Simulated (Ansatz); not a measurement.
ZrGe$_{2}$ in space group P6/mmm (No. 191; Zr on 1a, Ge on 2d) at seven volumes, the program Ansatz at the PBE level (PAW), shape and atoms relaxed at each. One row is withheld.

```
V (Å³/atom)  P (GPa)
-----------  -------
17.601         10.45
18.182          6.29
18.762          2.87
19.342          0.01
19.922         -2.45
20.503         -4.57
21.083             ?
```

### Question
Fit the shown pressures and predict the withheld one.

### Answer
P = (3/2)B₀(x^(7/2) − x^(5/2))[1 + (3/4)(B′ − 4)(x − 1)] with x = (V₀/V)^(2/3). Least squares on the six rows gives V₀ = 19.337 Å³/atom, B₀ = 89.0 GPa, B′ = 4.66. At V = 21.083, x = 0.9440 and P = -6.29 GPa. The run itself gave -6.38 GPa.

The cell is a constructed one: a structure type filled with these elements; neither database checked (COD, Materials Project) lists it. COD files the formula under space group No. 63, so this cell is another polymorph or a model. Its standing as an ambient phase is unchecked. The cell was relaxed with PBE under the symmetry of its start; its stability against distortions is not shown here. No spin polarisation was allowed.

Potentials: the later of the program's two PAW sets.
